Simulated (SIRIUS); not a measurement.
Set-up for a self-consistent single point of InAs (F-43m, 8 atoms in the cell; from Materials Project mp-20305, changed as shown).

```
InAs
1.0
    5.98498     0.00000     0.00000
    0.00000     5.98498     0.00000
    0.00000     0.00000     5.98498
In As
4 4
Direct
  0.25000   0.25000   0.25000
  0.25000   0.75000   0.75000
  0.75000   0.25000   0.75000
  0.75000   0.75000   0.25000
  0.00000   0.00000   0.00000
  0.00000   0.50000   0.50000
  0.50000   0.00000   0.50000
  0.50000   0.50000   0.00000
```

Level of theory: PBE, GBRV PBE ultrasoft pseudopotentials (plane waves; SIRIUS).

SIRIUS settings:

* **parameters.ngridk**: 4 4 4
* **parameters.xc_functionals**: [XC_GGA_X_PBE, XC_GGA_C_PBE]
* **parameters.gk_cutoff**: 6.325 1/bohr
* **parameters.pw_cutoff**: 14.143 1/bohr
* **parameters.smearing**: fermi_dirac
* **parameters.smearing_width**: 0.00367493 Ha
* **potentials**: GBRV PBE ultrasoft pseudopotentials
* **parameters.electronic_structure_method**: pseudopotential
* **parameters.num_bands**: 43
* **parameters.num_mag_dims**: 0
* **parameters.num_dft_iter**: 100
* **parameters.energy_tol**: 1e-07 Ha
* **parameters.density_tol**: 1e-06
* **mixer.type**: anderson
* **mixer.beta**: 0.3
* **mixer.use_hartree**: false

Results:

| Property | Value |
|---|---|
| Number of valence electrons | 72 |
| Number of bands | 43 |
| Number of k-points after the program's reduction | 10 |
| Number of plane waves (most at a k-point) | 6216 |
| Number of SCF iterations | 33 |
| FFT grid | 54 × 54 × 54 |
| Free energy E − TS | -9457.5216 eV |
| Fermi level (on the code's own zero) | 7.16 eV |
| Pressure | 5.74 GPa |

Stress (GPa, positive for compression):
```
5.74  0.00  0.00
0.00  5.74  0.00
0.00  0.00  5.74
```

For comparison: a first run was changed to give this one (lattice scaled by 0.98), and from it to this one the free energy goes up by 43.4 meV/atom and the pressure goes from 1.69 to 5.74 GPa.

The structure comes from a collection of computed structures, made at another level of theory; the collection holds predicted forms beside known ones. No clean gap shows at this smearing width and mesh (spacing up to 0.26 Å⁻¹); the mesh is coarse for partly filled bands, so the values carry mesh errors. Semi-local functionals can close small gaps.

Cost on one core: roughly 70 core-seconds.
